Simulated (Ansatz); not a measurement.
Here is the system:

Starting cell, CsCdCl3 (cubic perovskite):

```
CsCdCl3
1.0
    5.11311     0.00000     0.00000
    0.00000     5.11311     0.00000
    0.00000     0.00000     5.11311
Cs Cd Cl
1 1 3
Cartesian
  0.00000   0.00000   0.00000
  2.55655   2.55655   2.55655
  0.00000   2.55655   2.55655
  2.55655   0.00000   2.55655
  2.55655   2.55655   0.00000
```

A phonon eigenvector at Γ is frozen into this cell: atom i moves by Q times the vector below, so Q is the largest atomic displacement, in Å. The cell is held. It is one choice among 3 degenerate patterns.

| atom | x | y | z |
|---|---|---|---|
| Cs1 | 0.000 | 0.000 | -0.003 |
| Cd2 | 0.000 | 0.000 | 0.220 |
| Cl3 | 0.000 | 0.000 | 0.156 |
| Cl4 | 0.000 | 0.000 | 0.156 |
| Cl5 | 0.000 | 0.000 | -1.000 |

The numbers are results of LDA (plane waves to 420 eV, PAW, scalar-relativistic; Ansatz, a first-principles code), not measurements. k mesh 7×7×7 (Γ-centred), Fermi-Dirac smearing 0.05 eV. The energy includes the smearing's −TS. CsCdCl3 was relaxed with its symmetry unable to fall. ΔE is measured from the undisplaced structure.

The scan covers Q from -0.280 to 0.280 Å in 13 points.

Q: Which space group does the distorted structure have?

A: P4mm (No. 99), lowered from Pm-3m.

Q: Is the energy the same for equal positive and negative displacements?

A: Even: the same for both signs.

Q: Is this a single well or a double well?

A: A single well with its minimum at or next to zero displacement.

Q: What is the energy change at Q = 0.280 Å?

A: 509 meV/cell.

Q: What harmonic wavenumber does the curvature at Q = 0 give?

A: 259 cm⁻¹.

(A displaced cell: forces are minus the slopes of the energy, force constants its curvatures, and phonons follow from these.)
